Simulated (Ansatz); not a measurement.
# BaTl2Pb2, a known structure type with other elements, at an estimated volume

```
CELL_PARAMETERS angstrom
5.32256 0.00000 0.00000
0.00000 5.32256 0.00000
0.00000 0.00000 12.89123
ATOMIC_POSITIONS crystal
Pb 0.00000 0.50000 0.86700
Pb 0.50000 0.00000 0.13300
Tl 0.00000 0.00000 0.00000
Tl 0.50000 0.50000 0.00000
Tl 0.00000 0.50000 0.63100
Tl 0.50000 0.00000 0.36900
Ba 0.00000 0.50000 0.25300
Ba 0.50000 0.00000 0.74700
Pb 0.00000 0.00000 0.50000
Pb 0.50000 0.50000 0.50000
```

The numbers come from plane-wave PAW DFT (Ansatz): LDA, no spin polarisation, 420 eV, 7×7×3 Γ-centred k points, fermi-dirac occupations (width 0.1 eV). Nothing was relaxed.

Q: Which atom feels the largest force, and which way?

A: The largest is on Tl5 (and as large on other atoms): 0.12 eV/Å, components (0.00, 0.00, 0.12). It makes 0° with the line to a nearest neighbour, Pb1 at 3.04 Å, pointing towards it.

Q: What do density and ELF say about some of the short contacts?

A: Pb–Tl at 3.04 Å: least valence density 0.24 e/Å³ and ELF 0.29 there. Ba–Tl at 4.05 Å: least valence density 0.05 e/Å³ and ELF 0.07 there. Ba–Pb at 4.07 Å: least valence density 0.05 e/Å³ and ELF 0.09 there. These are pseudo-fields; inside the PAW spheres they differ from the all-electron ones.

Q: What is the formation energy?

A: -0.21 eV an atom against the elements' usual phases (free molecules for gases, crystals otherwise, with no correction for O₂ or N₂), so it is bound against them; other compounds may still compete. Relaxing would lower it.

Q: Metal or insulator?

A: It is a metal, with about 6.7 states/eV a cell as the mean within 0.25 eV of the Fermi level, mostly Pb p (43 %) and Tl p (29 %).

Q: What does the stress say?

A: The pressure is -3.0 GPa (compression positive), so with the atoms held at these fractions the cell would first shrink.

Origin: a known structure type with other elements, at an estimated volume, so it need not be a known compound.
